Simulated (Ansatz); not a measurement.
SiO₂:
```yaml
crystal:
  lattice:
    - [4.92010, 0.00000, 0.00000]
    - [-2.46005, 4.26093, 0.00000]
    - [0.00000, 0.00000, 5.41571]
  atoms:
    - { symbol: O, position: [0.41317, 0.26916, 0.21553] }
    - { symbol: O, position: [0.73084, 0.14401, 0.54886] }
    - { symbol: O, position: [0.85599, 0.58683, 0.88220] }
    - { symbol: O, position: [0.26916, 0.41317, 0.78447] }
    - { symbol: O, position: [0.14401, 0.73084, 0.45114] }
    - { symbol: O, position: [0.58683, 0.85599, 0.11780] }
    - { symbol: Si, position: [0.46891, 0.00000, 0.33333] }
    - { symbol: Si, position: [0.00000, 0.46891, 0.66667] }
    - { symbol: Si, position: [0.53109, 0.53109, 0.00000] }
```

Cartesian axes are those of the cell as given.

Give the high-frequency dielectric tensor and the Born effective charge tensors of the independent atoms from DFPT, DFT-r²SCAN in the program Ansatz with PAW potentials.


ε∞:
```
2.37  0.00  0.00
0.00  2.37  0.00
0.00  0.00  2.40
```
Z* of atom 1 (O), rows: field, columns: displacement, in e:
```
-1.33   0.50  -0.33
 0.46  -2.01   0.70
-0.27   0.74  -1.73
```
Z* of atom 7 (Si), rows: field, columns: displacement, in e:
```
 3.02   0.00   0.00
 0.00   3.66   0.28
 0.00  -0.25   3.45
```

Static charges for comparison (Bader): O1 -1.68, Si7 +3.37 e. Born charges measure polarisation by displacement and can exceed these by far.

Space group P3_121. The r²SCAN relaxation kept the symmetry of its start.

Potentials: the later of the program's two PAW sets.
